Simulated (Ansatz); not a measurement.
Data:

VSi₂:
```yaml
crystal:
  lattice:
    - [4.52222, 0.00000, 0.00000]
    - [-2.26111, 3.91635, 0.00000]
    - [0.00000, 0.00000, 6.32165]
  atoms:
    - { symbol: V, position: [0.00000, 0.50000, 0.33333] }
    - { symbol: V, position: [0.50000, 0.00000, 0.00000] }
    - { symbol: V, position: [0.50000, 0.50000, 0.66667] }
    - { symbol: Si, position: [0.83688, 0.67377, 0.00000] }
    - { symbol: Si, position: [0.16312, 0.83688, 0.66667] }
    - { symbol: Si, position: [0.32623, 0.16312, 0.33333] }
    - { symbol: Si, position: [0.16312, 0.32623, 0.00000] }
    - { symbol: Si, position: [0.83688, 0.16312, 0.66667] }
    - { symbol: Si, position: [0.67377, 0.83688, 0.33333] }
```

This is the PBEsol-relaxed structure.

Q: All from PBEsol in the plane-wave PAW code Ansatz, unless another level is named. Give the Hill bulk and shear moduli.

A: 188 and 158 GPa.

Q: What about the highest zone-centre frequency?

A: 432 cm⁻¹.

Space group P6_422. The workflow started from a Materials Project entry (that database holds measured and hypothetical structures alike); the Crystallography Open Database files this formula in space group No. 181, but the cells were not matched. Its standing as an ambient phase is unchecked. Symmetry was held in the PBEsol relaxation; its stability against distortions is not shown here. The workflow began spin-polarised and lost its moments. As this level gives no gap, shear constants depend on the k-mesh and smearing (Fermi–Dirac, 0.1 eV here). As this level gives no gap, phonon frequencies hold no LO–TO term and depend on the k-mesh and smearing (Fermi–Dirac, 0.1 eV here).

Potentials: the later of the program's two PAW sets.
